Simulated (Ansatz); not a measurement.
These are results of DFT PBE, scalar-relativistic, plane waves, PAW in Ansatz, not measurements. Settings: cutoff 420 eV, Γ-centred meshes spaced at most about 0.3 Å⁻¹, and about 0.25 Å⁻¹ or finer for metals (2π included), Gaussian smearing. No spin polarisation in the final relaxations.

All energies are static (0 K, no zero-point motion).

Compare these two cells of ZrAl2N3, each relaxed at this level.

A.

```
CELL_PARAMETERS angstrom
-1.63322 1.63322 6.89946
1.63322 -1.63322 6.89946
1.63322 1.63322 -6.89946
ATOMIC_POSITIONS crystal
Zr 0.00000 0.00000 0.00000
Al 0.67469 0.67469 0.00000
Al 0.32531 0.32531 0.00000
N 0.09883 0.59883 0.50000
N 0.40117 0.90117 0.50000
N 0.75000 0.25000 0.50000
```

B.

```
CELL_PARAMETERS angstrom
3.26472 0.00000 0.00000
-1.63236 2.82733 0.00000
0.00000 0.00000 16.03771
ATOMIC_POSITIONS crystal
Zr 0.33333 0.66667 0.00108
Zr 0.66667 0.33333 0.50108
Al 0.33333 0.66667 0.32613
Al 0.33333 0.66667 0.67459
Al 0.66667 0.33333 0.17459
Al 0.66667 0.33333 0.82613
N 0.33333 0.66667 0.14220
N 0.33333 0.66667 0.44597
N 0.33333 0.66667 0.79504
N 0.66667 0.33333 0.29504
N 0.66667 0.33333 0.64220
N 0.66667 0.33333 0.94597
```

Problem. Which form is favoured at zero pressure, and by what margin per atom?

Solution. B is lower, by 33 meV/atom. A has Zr and Al ordered on zinc blende sites, space group I-4m2 (No. 119), 12.3 Å³/atom and no gap on its mesh; B has Zr and Al ordered on wurtzite sites, space group P6_3mc (No. 186), 12.3 Å³/atom and no gap. Counting N atoms around Al and Zr (those within 1.25 times the shortest such distance or 1.15 times the sum of covalent radii), A and B both have Zr 4, Al 4. Both come from invented guesses.

A magnetic state wasn't ruled out in cells without spin, among them P6_3mc. Cells relaxed within their symmetry can be saddle points.
